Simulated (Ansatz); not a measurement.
## Elastic constants of Sn$_{2}$Pt at 2 GPa (stress–strain coefficients): input and output

These are results of DFT LDA, scalar-relativistic, plane waves, PAW in Ansatz, not measurements.

Launched with:
```bash
ansatz run input.yaml --threads 1 --pin off --max-ram 3072MiB --backend cpu --events-out ev --progress --plain --runs-dir out
```

Input (bare energies are in eV):
```yaml
crystal:
  lattice:
    - [0.0, 3.1860783448, 3.1860783448]
    - [3.1860783448, 0.0, 3.1860783448]
    - [3.1860783448, 3.1860783448, 0.0]
  atoms:
    - { symbol: Sn, position: [0.25, 0.25, 0.25] }
    - { symbol: Sn, position: [0.75, 0.75, 0.75] }
    - { symbol: Pt, position: [0.0, 0.0, 0.0] }
basis:
  ecutwfc: 420
kpoints:
  mp_grid: { grid: [12, 12, 12] }
hamiltonian:
  xc: lda
scf:
  occupations: { method: fermi_dirac, width: 0.15 }
output:
  forces: true
  stress: true
  eigenvalues: true
elastic:
  mode: relaxed_ion
  amplitude: 0.005
  stencil: two_point
```

From the output:
```
--- Elastic constants: 2 strain directions × 2 members + reference (group order 48) ---
  dense FFT box of the reference and of every strained cell: 32×32×32
  strains applied: 11, 23; error gains: componentwise 1.00 (the most a stress slope's error grows in a printed constant), spectral 1.73 (1 for all six strains in a standard setting)
  C = ∂σ_k/∂η_j (tension-positive GPa; Voigt order 11 22 33 23 13 12):
       167.039    101.814    101.814      0.000      0.000      0.000
       101.814    167.039    101.814      0.000      0.000     -0.000
       101.814    101.814    167.039      0.000     -0.000     -0.000
        -0.000     -0.000      0.000     23.428      0.000     -0.000
         0.000      0.000     -0.000     -0.000     23.428     -0.000
         0.000     -0.000      0.000     -0.000     -0.000     23.428
  reference stress σ⁰ (GPa):     -2.000     -2.000     -2.000     -0.000     -0.000     -0.000
  C* (energy form; C + prestress term) asymmetry max|C*_kj − C*_jk| = 8.106e-17 GPa — a small one proves nothing (zero by symmetry where the batch's group is 432, −43m or m−3m); a large one is finite-difference/SCF noise where every solve ...
  moduli (Voigt/Reuss/Hill, GPa): K = 123.56/123.56/123.56   G = 27.10/26.40/26.75   E = 74.85   ν = 0.399
  mechanically stable: yes (min eigenvalue of sym C = 23.43 GPa)
  strain η (Voigt 11):  stress-route row diagonal C_11 = 167.04 GPa, energy-path curvature d²(F+E_count+ΔE)/dδ²/Ω₀ = 167.02 GPa
         δ    σ_11 (GPa) F (eV) n_scf n_hpsi n_pw
    -5.000e-3      -2.8454      -24005.4807326       8   88867   1283   relax 0 steps, max|allowed force component| 1.11e-16 eV/Å
     5.000e-3      -1.1750      -24005.4888244       6   77243   1303   relax 0 steps, max|allowed force component| 1.09e-16 eV/Å
  strain η (Voigt 23):  stress-route row diagonal C_44 = 23.43 GPa, energy-path curvature d²(F+E_count+ΔE)/dδ²/Ω₀ = 24.42 GPa
         δ    σ_23 (GPa) F (eV) n_scf n_hpsi n_pw
    -5.000e-3      -0.1171      -24005.4855017       2   71005   1290   relax 4 steps, max|allowed force component| 3.84e-8 eV/Å
     5.000e-3       0.1171      -24005.4855017       2   70988   1290   relax 2 steps, max|allowed force component| 1.02e-5 eV/Å
```

It took 3.1 min on 1 thread of Arm Neoverse V2, on a shared host, peak memory 0.69 GiB.

In a metal, frequencies and elastic constants depend on the k mesh and the smearing, soft modes and shear constants most. Spin–orbit coupling is left out, which can shift energies with elements as heavy as these.